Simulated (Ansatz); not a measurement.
One crystal and one scan (frozen-phonon scan) at two levels, r2SCAN (plane waves to 500 eV, PAW, scalar-relativistic; Ansatz, a program for electronic structure) and PBE (plane waves to 420 eV, PAW, scalar-relativistic; Ansatz), each from its own relaxed cell and on its own mesh. The cell shown is that of r2SCAN.

Relaxed GaN (zinc blende):

```xyz
4
Lattice="0.0000 4.4979 4.4979 2.2490 2.2490 4.4979 2.2490 2.2490 0.0000" Properties=species:S:1:pos:R:3 pbc="T T T"
N      3.3734     3.3734     3.3734
N      3.3734     5.6224     5.6224
Ga     0.0000     0.0000     0.0000
Ga     2.2490     4.4979     2.2490
```

A phonon eigenvector at X = (0.5, 0.5, 0.0) is frozen into this cell: atom i moves by Q times the vector below, so Q is the largest atomic displacement, in Å. The cell is held. It is one choice among 2 degenerate patterns. (q is in reciprocal vectors of the primitive cell; the cell shown is doubled to hold the pattern.)

| atom | x | y | z |
|---|---|---|---|
| N1 | 0.580 | 0.000 | 0.000 |
| N2 | -0.580 | 0.000 | 0.000 |
| Ga3 | 0.000 | 1.000 | 0.000 |
| Ga4 | 0.000 | -1.000 | 0.000 |

GaN was relaxed with its symmetry unable to fall. Percentages come from the unrounded values.

Results of r2SCAN:

```
Quantity                                                                                                                                           Value
----------------------------------------------------------------------------------------  --------------------------------------------------------------
Lattice constant a (Å)                                                                                                                             4.498
Harmonic wavenumber from the curvature (finite differences) (cm⁻¹ (negative: imaginary))                                                             195
Shape of the curve                                                                        a single well with its minimum at or next to zero displacement
```

Problem. What does PBE give for the same quantities?

Solution. 
```csv
quantity,PBE,r2SCAN − PBE
Lattice constant a (Å),4.549,-0.051 (-1.1 %)
Harmonic wavenumber from the curvature (finite differences) (cm⁻¹ (negative: imaginary)),185,+10 (+5 %)
```

r2SCAN gives the higher value for: harmonic wavenumber from the curvature. r2SCAN gives the lower value for: lattice constant a. Both give the same shape of the curve: a single well with its minimum at or next to zero displacement. Neither level is exact: the differences show how much the result hangs on the functional.

(For displaced atoms, the force is minus the slope of the energy, and its curvature is a force constant, which sets phonon frequencies.)
